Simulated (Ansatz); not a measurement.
Al (fcc (Cu type)), relaxed with PBEsol (Ansatz, a program for electronic structure, plane waves, PAW): a = b = c = 4.0143 Å, α = β = γ = 90.00°.

```
Quantity              Result
--------------------  ------
B₀ by P(V) fit (GPa)    82.4
K_Hill (GPa)            82.4
G_Hill (GPa)            32.7
Θ_D (K)                  453
```

Task: The same phase is relaxed and computed with PBE in the same code. What are the cell and these values now?

Result: a = b = c = 4.040 Å, α = β = γ = 90.00°.

- B₀ by P(V) fit (GPa): 77.8
- K_Hill (GPa): 78.0
- G_Hill (GPa): 32.7
- Θ_D (K): 454

All cells were relaxed under the symmetry of their starts (and spin orders); stability against distortions was not tested throughout.

Potentials: the later of the program's two PAW sets.

Ansatz is a plane-wave DFT program.
